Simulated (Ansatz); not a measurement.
Te:
```cif
data_Te2
_chemical_formula_sum 'Te2'
_space_group_name_H-M_alt 'P 1'
_space_group_IT_number 1
_cell_length_a 5.05086
_cell_length_b 5.05086
_cell_length_c 5.05086
_cell_angle_alpha 60.000
_cell_angle_beta 60.000
_cell_angle_gamma 60.000
loop_
_space_group_symop_operation_xyz
  'x, y, z'
loop_
_atom_site_label
_atom_site_type_symbol
_atom_site_fract_x
_atom_site_fract_y
_atom_site_fract_z
_atom_site_occupancy
Te1 Te 0.00000 0.00000 0.00000 1
Te2 Te 0.25000 0.25000 0.25000 1
```

Relaxed with r²SCAN.

Question: Which orbitals make up the states near the Fermi level in DFT-r²SCAN in the program Ansatz with PAW potentials?

Answer: Within 0.5 eV of the Fermi level: Te 5p 94 %. Projections are on Löwdin-orthogonalised atomic valence shells; empty p or d shells of many metals are not among them.

Question: Tabulate the density of states.

Answer: States/eV per cell of 2 atoms, in 0.25 eV bins, energy from the Fermi level.

| E (eV) | total | Te 5p | Te 5s |
|---|---|---|---|
| -7.85 | 0.00 | 0.00 | 0.00 |
| -7.60 | 0.00 | 0.00 | 0.00 |
| -7.35 | 0.00 | 0.00 | 0.00 |
| -7.10 | 0.00 | 0.00 | 0.00 |
| -6.85 | 0.00 | 0.00 | 0.00 |
| -6.60 | 0.00 | 0.00 | 0.00 |
| -6.35 | 0.00 | 0.00 | 0.00 |
| -6.10 | 0.00 | 0.00 | 0.00 |
| -5.85 | 0.00 | 0.00 | 0.00 |
| -5.60 | 0.00 | 0.00 | 0.00 |
| -5.35 | 0.00 | 0.00 | 0.00 |
| -5.10 | 0.00 | 0.00 | 0.00 |
| -4.85 | 1.76 | 1.74 | 0.00 |
| -4.60 | 3.27 | 3.24 | 0.02 |
| -4.35 | 3.72 | 3.68 | 0.02 |
| -4.10 | 3.29 | 3.26 | 0.01 |
| -3.85 | 2.51 | 2.49 | 0.01 |
| -3.60 | 1.09 | 1.08 | 0.00 |
| -3.35 | 0.56 | 0.53 | 0.02 |
| -3.10 | 0.79 | 0.73 | 0.05 |
| -2.85 | 0.97 | 0.88 | 0.08 |
| -2.60 | 1.06 | 0.96 | 0.10 |
| -2.35 | 1.16 | 1.04 | 0.12 |
| -2.10 | 1.26 | 1.11 | 0.14 |
| -1.85 | 1.39 | 1.22 | 0.16 |
| -1.60 | 1.05 | 0.92 | 0.11 |
| -1.35 | 0.72 | 0.63 | 0.07 |
| -1.10 | 0.77 | 0.69 | 0.06 |
| -0.85 | 1.21 | 1.10 | 0.08 |
| -0.60 | 1.65 | 1.52 | 0.09 |
| -0.35 | 1.89 | 1.76 | 0.09 |
| -0.10 | 2.16 | 2.02 | 0.08 |
| 0.15 | 1.75 | 1.67 | 0.03 |
| 0.40 | 1.47 | 1.41 | 0.01 |
| 0.65 | 1.61 | 1.54 | 0.01 |
| 0.90 | 1.88 | 1.79 | 0.01 |
| 1.15 | 2.62 | 2.45 | 0.02 |
| 1.40 | 4.39 | 4.01 | 0.06 |
| 1.65 | 1.50 | 1.41 | 0.02 |
| 1.90 | 0.48 | 0.47 | 0.00 |
| 2.15 | 0.00 | 0.00 | 0.00 |
| 2.40 | 0.00 | 0.00 | 0.00 |
| 2.65 | 0.00 | 0.00 | 0.00 |
| 2.90 | 0.00 | 0.00 | 0.00 |
| 3.15 | 0.00 | 0.00 | 0.00 |
| 3.40 | 0.00 | 0.00 | 0.00 |
| 3.65 | 0.00 | 0.00 | 0.00 |
| 3.90 | 0.00 | 0.00 | 0.00 |
| 4.15 | 0.05 | 0.00 | 0.00 |
| 4.40 | 0.13 | 0.00 | 0.00 |
| 4.65 | 1.25 | 0.02 | 0.00 |

Space group Fd-3m (diamond). The start of the workflow was typed in or built on a structure type; neither database checked (COD, Materials Project) lists it. It is not the phase usual at ambient conditions (space group No. 152). The cell was relaxed with r²SCAN under the symmetry of its start; its stability against distortions is not shown here. Spin–orbit coupling is left out wherever it is not named.

Potentials: the earlier of the program's two PAW sets.
